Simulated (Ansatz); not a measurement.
# One input, then a changed one: TiPd

First run: DFT, r2SCAN, all-electron PAW with datasets made for the crystal, scalar-relativistic (Ansatz 0.2.0).

Command: `ansatz run input.yaml --threads 1 --pin off --max-ram 2048MiB --backend cpu --events-out ev --progress --plain --runs-dir out` It took 18 s on 1 thread of Arm Neoverse V2 (shared host), peak memory 0.68 GiB.

```yaml
crystal:
  lattice:
    - [3.1560728694, 0.0, 0.0]
    - [0.0, 3.1560728694, 0.0]
    - [0.0, 0.0, 3.1560728694]
  atoms:
    - { symbol: Ti, position: [0.5, 0.5, 0.5] }
    - { symbol: Pd, position: [0.0, 0.0, 0.0] }
kpoints:
  mp_grid: { grid: [13, 13, 13] }
scf:
  occupations: { method: fermi_dirac, width: 0.05 }
hamiltonian:
  xc: r2scan
  pseudopotentials: { kind: all_electron, datasets: crystal }
output:
  forces: true
  stress: true
  eigenvalues: true
  efg: { contact_densities: true }
```

The cell comes from a relaxation on PAW files under the same functional, begun from a database entry that needn't be the ground state.

It converges in 11 SCF iterations at a pressure of -0.05 GPa.

The input is then changed:

```diff
 kpoints:
-  mp_grid: { grid: [13, 13, 13] }
+  mp_grid: { grid: [9, 9, 9] }
 scf:
-  occupations: { method: fermi_dirac, width: 0.05 }
+  occupations: { method: gaussian, width: 0.15 }
 hamiltonian:
```

**Question.** What does the second run give?

**Answer.** It converges in 10 SCF iterations at a pressure of -0.18 GPa, free energy -0.8 meV/atom against the first run's. The settings are coarser than usual, but the energy hardly moved.
